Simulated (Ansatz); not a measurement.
**Field gradients of MgB2 from run to run**

Cell of run 1: an entry of the Crystallography Open Database (COD), whose atoms a relaxation with PBE at fixed cell left in place.

```
CELL_PARAMETERS angstrom
3.08500 0.00000 0.00000
-1.54250 2.67169 0.00000
0.00000 0.00000 3.52300
ATOMIC_POSITIONS crystal
Mg 0.00000 0.00000 0.00000
B 0.33333 0.66667 0.50000
B 0.66667 0.33333 0.50000
```

Sites (sets of like atoms) are named by element and the number of their first atom in this list.

All runs are DFT with Ansatz 0.2.0 (plane waves and PAW, scalar-relativistic unless spin–orbit coupling is named, Γ-centred meshes, Fermi–Dirac smearing where given) in this cell.

Run 1: PBE, atoms relaxed; 420 eV, 17×17×13 k-points, smearing 0.05 eV.
Run 2: r2SCAN, at the relaxed atoms; 500 eV, 17×17×13 k-points, smearing 0.05 eV.
Run 3: LDA, at the relaxed atoms; 420 eV, 17×17×13 k-points, smearing 0.05 eV.

```json
{"run": "1", "Mg V_zz (η)": "-0.29 (0.00)", "B V_zz (η)": "1.68 (0.00)"}
{"run": "2", "Mg V_zz (η)": "?", "B V_zz (η)": "?"}
{"run": "3", "Mg V_zz (η)": "-0.27 (0.00)", "B V_zz (η)": "1.74 (0.00)"}
```

V_zz in 10²¹ V/m².

(1) Estimate the row of run 2.

## Answers

(1) Mg: -0.29 (0.00); B: 1.65 (0.00). It lies nearest to run 1, from whose tensors on these sites it differs by 0.04 at most (largest principal value of the difference, on B).

In runs 1, 2, 3 there is no gap above 0.1 eV, so the gradients can move by 10 % or more with the k-mesh. The cell isn't the equilibrium one in run 3 (calculated pressure -8 GPa), and the entry's cell may itself be off.
